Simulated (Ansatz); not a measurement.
An Ansatz input:

```yaml
crystal:
  lattice:
    - [4.0360785733, 0.0, 0.0]
    - [-2.0180392866, 3.4953465761, 0.0]
    - [0.0, 0.0, 2.4468573621]
  atoms:
    - { symbol: Ni, position: [1.0, 1.0, 0.0], spin: 0.607 }
    - { symbol: Ni, position: [0.3333333333, 0.6666666667, 0.5], spin: 0.653 }
    - { symbol: Ni, position: [0.6666666667, 0.3333333333, 0.5], spin: 0.653 }
hamiltonian:
  xc: mr2scan
  pseudopotentials:
    kind: paw
    azcp:
      Ni: "pseudopotentials/Ni.paw.azcp"
basis:
  ecutwfc: 500
  fft_grid_basis: typed
kpoints:
  mp_grid: { grid: [10, 10, 15], shift: [0, 0, 0] }
magnetization:
  spin_polarized: true
scf:
  occupations: { method: fermi_dirac, width: 0.05 }
  lower_state_search: "off"
output:
  stress: true
```

Output

```
Engine: ansatz 0.2.0, aarch64-unknown-linux-gnu
Pseudopotentials: kind: paw
Pseudopotential: Ni, paw, valence charge 18, recommended cutoff 500 eV (meta_gga) 
Functional definition: m-r2SCAN
  exchange = m_r2scan_x
  correlation = m_r2scan_c
Crystal: 3 atoms, lattice volume = 34.519 Å³
Basis set: ecut = 500 eV, 903 PW (Γ), exchange–correlation on 120×120×72 points (64 copies of the dense FFT grid, shifted against one another)
Bands: 34, of which v1, the nominal top of the filled ones, is band 27 counted from 1 (26 counted from 0)
Symmetry: 24 space group operations
Space group: P6/mmm (ITA 191), of the structure as read, at distance tolerance 3.3e-5 Å
Magnetic group: BNS 191.233 (UNI 1463), of the structure as read, at distance tolerance 3.3e-5 Å
k-points: 112 of 1500
Non-local potential: Ni, projectors of the file, l = 0: 3, l = 1: 2, l = 2: 3, l = 3: 1
PAW form: soft (Blöchl's): semilocal exchange-correlation on the pseudo side does not see the compensation charge
PAW frozen core: Ni, regenerated for the run's functional (the file was generated under x = pbe(κ = 0.804, μ = 0.2195149727645171), c = pbe(β = 0.06672455060314922))
PAW one-centre angular grid: Ni, 590 points (default); XC on 160 Gauss nodes
Initial density: superposition of atomic densities (chi_scale 0.1, normalization cell)
Starting moments: Σ|m| = 1.913 μB on 3 of 3 sites
Initial wavefunctions: pseudopotential atomic-orbital guess
Functional: x = mr2scan, c = mr2scan; τ floored in thin density (d = 2e-4 eV/Å³)
iter 1 solved again at ethr=1.89e-3 eV; its pass at ethr=3.10e-3 eV (dr2=1.02e0 eV) is discarded
SCF iter   1: F=-17534.648614 eV  HF=-17534.942074 eV  |F-HF|=2.93e-1  |Δ(HF+E_count)|=         —  Δρ=4.64e-2 (↑4.64e-2 ↓3.12e-2)  dr2=1.02e0  dr2_τ=1.94e-2  dr2_m=5.76e-2  M=1.825 μB ∫|m|=1.853 μB  β_m=1.00  ethr=1.89e-3  ⟨swp⟩=1.1  Hψ=37139  notcnv=0
SCF iter   2: F=-17534.851705 eV  HF=-17535.113599 eV  |F-HF|=2.62e-1  |Δ(HF+E_count)|=   1.72e-1  Δρ=3.14e-2 (↑2.24e-2 ↓3.14e-2)  dr2=4.92e-1  dr2_τ=3.71e-3  dr2_m=5.83e-2  M=1.806 μB ∫|m|=1.957 μB  β_m=0.30  ethr=1.88e-3  ⟨swp⟩=3.4  Hψ=13706  notcnv=0  κ⁻¹=1.0e0(r=1)
SCF iter   3: F=-17527.889382 eV  HF=-17535.380153 eV  |F-HF|=7.49e0  |Δ(HF+E_count)|=   2.67e-1  Δρ=1.29e-1 (↑3.31e-2 ↓1.29e-1)  dr2=8.03e0  dr2_τ=1.45e-2  dr2_m=7.68e-1  M=1.907 μB ∫|m|=2.078 μB  β_m=0.30  ethr=9.12e-4  ⟨swp⟩=2.9  Hψ=12852  notcnv=0  defer=117  κ⁻¹=3.1e-2(r=2)
SCF iter   4: F=-17535.098945 eV  HF=-17535.144193 eV  |F-HF|=4.52e-2  |Δ(HF+E_count)|=   2.36e-1  Δρ=1.53e-2 (↑1.53e-2 ↓5.70e-3)  dr2=9.30e-2  dr2_τ=2.14e-3  dr2_m=1.48e-2  M=1.845 μB ∫|m|=2.032 μB  β_m=0.30  ethr=9.12e-4  ⟨swp⟩=2.4  Hψ=11078  notcnv=0  defer=239  κ⁻¹=7.0e-5(r=3)
SCF iter   5: F=-17535.056266 eV  HF=-17535.145891 eV  |F-HF|=8.96e-2  |Δ(HF+E_count)|=   1.70e-3  Δρ=2.39e-2 (↑4.29e-3 ↓2.39e-2)  dr2=1.18e-1  dr2_τ=4.77e-4  dr2_m=5.87e-2  M=1.826 μB ∫|m|=2.025 μB  β_m=0.30  ethr=1.72e-4  ⟨swp⟩=2.2  Hψ=10890  notcnv=0  defer=245  κ⁻¹=2.3e-5(r=4)
SCF iter   6: F=-17535.145151 eV  HF=-17535.151866 eV  |F-HF|=6.72e-3  |Δ(HF+E_count)|=   5.98e-3  Δρ=1.25e-2 (↑5.19e-3 ↓1.25e-2)  dr2=1.82e-2  dr2_τ=1.54e-4  dr2_m=2.40e-2  M=1.846 μB ∫|m|=2.056 μB  β_m=0.30  ethr=1.72e-4  ⟨swp⟩=2.0  Hψ=9410  notcnv=0  defer=245  κ⁻¹=2.3e-5(r=5)
SCF iter   7: F=-17535.152279 eV  HF=-17535.156151 eV  |F-HF|=3.87e-3  |Δ(HF+E_count)|=   4.28e-3  Δρ=1.04e-2 (↑4.02e-3 ↓1.04e-2)  dr2=1.21e-2  dr2_τ=9.87e-5  dr2_m=1.62e-2  M=1.857 μB ∫|m|=2.077 μB  β_m=0.30  ethr=3.36e-5  ⟨swp⟩=1.9  Hψ=9217  notcnv=0  defer=245  κ⁻¹=1.4e-6(r=6)
...
SCF iter  13: F=-17535.162891 eV  HF=-17535.162509 eV  |F-HF|=3.82e-4  |Δ(HF+E_count)|=   1.38e-3  Δρ=6.40e-4 (↑1.88e-4 ↓6.40e-4)  dr2=1.10e-4  dr2_τ=4.26e-7  dr2_m=2.76e-5  M=1.889 μB ∫|m|=2.167 μB  β_m=1.20  ethr=4.69e-7  ⟨swp⟩=2.0  Hψ=13672  notcnv=0  defer=245  κ⁻¹=6.3e-6(r=5)
SCF iter  14: F=-17535.163025 eV  HF=-17535.162912 eV  |F-HF|=1.13e-4  |Δ(HF+E_count)|=   4.03e-4  Δρ=2.27e-4 (↑1.54e-4 ↓2.27e-4)  dr2=4.48e-6  dr2_τ=1.03e-7  dr2_m=3.62e-6  M=1.893 μB ∫|m|=2.173 μB  β_m=1.20  ethr=2.03e-7  ⟨swp⟩=2.1  Hψ=13412  notcnv=0  defer=245  κ⁻¹=2.0e-7(r=6)
SCF iter  15: F=-17535.163048 eV  HF=-17535.163040 eV  |F-HF|=8.08e-6  |Δ(HF+E_count)|=   1.28e-4  Δρ=1.23e-4 (↑9.63e-5 ↓1.23e-4)  dr2=4.60e-6  dr2_τ=4.12e-8  dr2_m=1.54e-7  M=1.896 μB ∫|m|=2.178 μB  β_m=1.20  ethr=8.30e-9  ⟨swp⟩=2.3  Hψ=13816  notcnv=0  defer=245  κ⁻¹=4.5e-8(r=7)
SCF iter  16: F=-17535.163051 eV  HF=-17535.163045 eV  |F-HF|=6.05e-6  |Δ(HF+E_count)|=   4.58e-6  Δρ=1.28e-4 (↑5.85e-5 ↓1.28e-4)  dr2=3.24e-6  dr2_τ=2.38e-8  dr2_m=1.08e-6  M=1.896 μB ∫|m|=2.178 μB  β_m=1.20  ethr=8.30e-9  ⟨swp⟩=2.4  Hψ=12863  notcnv=0  defer=245  κ⁻¹=4.3e-8(r=8)
SCF iter  17: F=-17535.163055 eV  HF=-17535.163050 eV  |F-HF|=5.17e-6  |Δ(HF+E_count)|=   5.53e-6  Δρ=7.25e-5 (↑2.70e-5 ↓7.25e-5)  dr2=6.60e-7  dr2_τ=4.54e-9  dr2_m=4.87e-7  M=1.898 μB ∫|m|=2.181 μB  β_m=1.20  ethr=6.01e-9  ⟨swp⟩=2.0  Hψ=13453  notcnv=0  defer=245  κ⁻¹=3.2e-8(r=8)
SCF iter  18: F=-17535.163056 eV  HF=-17535.163056 eV  |F-HF|=6.29e-7  |Δ(HF+E_count)|=   5.47e-6  Δρ=2.70e-5 (↑1.94e-5 ↓2.70e-5)  dr2=1.01e-7  dr2_τ=1.83e-9  dr2_m=7.31e-9  M=1.897 μB ∫|m|=2.180 μB  β_m=1.20  ethr=1.22e-9  ⟨swp⟩=2.0  Hψ=13277  notcnv=0  defer=245  κ⁻¹=6.4e-7(r=8)
SCF iter  19: F=-17535.163057 eV  HF=-17535.163056 eV  |F-HF|=2.34e-7  |Δ(HF+E_count)|=   7.90e-7  Δρ=2.17e-5 (↑1.20e-5 ↓2.17e-5)  dr2=1.28e-7  dr2_τ=6.67e-10  dr2_m=1.10e-8  M=1.897 μB ∫|m|=2.180 μB  β_m=1.20  ethr=1.85e-10  ⟨swp⟩=4.6  Hψ=28527  notcnv=0  κ⁻¹=1.7e-5(r=8)
SCF iter  20: F=-17535.163057 eV  HF=-17535.163056 eV  |F-HF|=1.32e-7  |Δ(HF+E_count)|=   7.02e-8  Δρ=2.24e-5 (↑3.38e-6 ↓2.24e-5)  dr2=1.90e-7  dr2_τ=3.39e-10  dr2_m=3.47e-8  M=1.897 μB ∫|m|=2.180 μB  β_m=1.20  ethr=1.88e-10  ⟨swp⟩=2.0  Hψ=13517  notcnv=0  defer=246  κ⁻¹=7.5e-6(r=8)
SCF iter  21: F=-17535.163057 eV  HF=-17535.163057 eV  |F-HF|=2.75e-9  |Δ(HF+E_count)|=   2.85e-7  Δρ=7.89e-6 (↑1.79e-6 ↓7.89e-6)  dr2=2.42e-8  dr2_τ=4.78e-11  dr2_m=4.55e-9  M=1.897 μB ∫|m|=2.180 μB  ethr=1.85e-10  ⟨swp⟩=2.7  Hψ=28617  notcnv=0
SCF 1 converged in 21 iterations: F = -17535.163057 eV  dr2 = 2.42e-8
this state was not tested for a lower state beside it, because the mixer in use, unlike msr1, does not test its closes by its own steps (another_mixer; see scf.mixing.algorithm and scf.lower_state_search)
SCF converged after 21 iterations
Magnetization: 1.8968 μB (27.9484 up, 26.0516 down)
Absolute magnetization: 2.1821 μB (∫|ρ↑−ρ↓|, with the PAW one-centre terms)
Spin contamination: 0.0268 ħ² per cell (⟨S²⟩ above its minimum at these occupations)
Per-site moments (μB) at R_I (Å): [(0.6499356867106729, 1.0093286618662498), (0.6898657797413891, 0.96122030843408), (0.6898657797413891, 0.96122030843408)]
Free energy (F): -17535.163057 eV
Harris-Foulkes:  -17535.163057 eV  (|F-HF|=2.75e-9)
Internal energy: -17535.114680 eV  (E = F + TS)
E sigma→0 (E₀):  -17535.138868 eV
Entropy (-TS):   -0.048377 eV (-16.126 meV/atom)
Fermi energy:    16.676267 eV
--- Per-component energies (eV) ---
  E_band       = -987.206903
  E_kinetic    = 843.893398
  E_local      = -10643.382447  (includes V_loc(G=0)·N_el)
  E_nonlocal   = 1926.478351
  E_hartree    = 4448.770546
  E_xc         = -233.893210
  E_vxc        = -346.978304  (∫ρ·V_xc dr)
  E_paw        = -4937.120749  (= ΣΔE_a)
  E_vpaw       = -1690.377774  (= ΣTr[D̂ρ^β])
  E_aug_tail   = 0.000718  (compensation charges beyond the density's cutoff)
  E_vtau       = 25.617548  (kinetic-family band-sum trace: ∫τ·v_τ [+ j·A + Jᵃ·Aᵃ] dr)
  E_ewald      = -8938.961081
  E_core_change = -0.900206  (= ΣΔE_core)
  E_smearing   = -0.048377  (= −TS)
  E_closure    = -0.000000  (closes the sum)
  Σ components = -17535.163057   (vs F -17535.163057, Δ=0.00e0)
--- Stress (GPa, compression-positive) ---
      -14.049167      -0.000000      -0.000000
        0.000000     -14.049167      -0.000000
       -0.000000      -0.000000     -13.050960
  P = ⅓ Tr σ = -13.7164 GPa (-137.164 kbar)
```

Command:

```sh
ansatz run input.yaml --threads 2 --pin off --max-ram 5120MiB --backend cpu --events-out ev --progress --plain --runs-dir out
```

On 2 threads of Arm Neoverse V1 (shared host) this took about 44 s of wall time and 84 s of CPU time.
